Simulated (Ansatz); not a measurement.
Mg (bcc (W type), Im-3m) at seven volumes, plane-wave PAW r²SCAN (Ansatz code), scaled uniformly. One row is withheld.

| V (Å³/atom) | P (GPa) |
|---|---|
| 20.487 | 4.39 |
| 21.162 | ? |
| 21.837 | 1.25 |
| 22.513 | 0.00 |
| 23.188 | -1.08 |
| 23.864 | -2.02 |
| 24.539 | -2.82 |

**Question.** Fit the shown pressures and predict the withheld one.

**Answer.** Third-order Birch–Murnaghan: P = (3/2)B₀(x^(7/2) − x^(5/2))[1 + (3/4)(B′ − 4)(x − 1)] with x = (V₀/V)^(2/3). Least squares on the six rows gives V₀ = 22.512 Å³/atom, B₀ = 38.74 GPa, B′ = 3.91. At V = 21.162, x = 1.0421 and P = 2.70 GPa. The run itself gave 2.70 GPa.

The first step of the workflow began from a Materials Project structure, measured or hypothetical; the Crystallography Open Database copy checked does not list it. It is not the phase usual at ambient conditions (space group No. 194). Symmetry was held in the r²SCAN relaxation; its stability against distortions is not shown here.

Potentials: the later of the program's two PAW sets.
